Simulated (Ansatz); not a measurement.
SiNi₂ in space group Pnma (No. 62; Si on 4c, Ni on 4c, Ni on 4c) under volume change, the program Ansatz at the PBE level (PAW), shape and atoms relaxed at each volume.

```csv
V (Å³/atom),E − E(relaxed) (meV/atom),P (GPa)
10.054,[?],[?]
10.385,26.2,13.50
10.717,6.1,6.13
11.048,0.0,-0.01
11.379,5.5,-5.14
11.711,20.7,-9.36
12.042,[?],[?]
```

Task: Fill in the missing entries.

Result: 
- 12.042, E − E(relaxed) (meV/atom): 42.8
- 12.042, P (GPa): -11.70
- 10.054, E − E(relaxed) (meV/atom): 63.0
- 10.054, P (GPa): 22.38

Task: What does a third-order Birch–Murnaghan fit give for V₀, B₀ and B′?

Result: V₀ = 11.04 Å³/atom, B₀ = 181 GPa, B′ = 6.0.

The cell was relaxed with PBE under the symmetry of its start. The workflow began spin-polarised and lost its moments.

Potentials: the later of the program's two PAW sets.
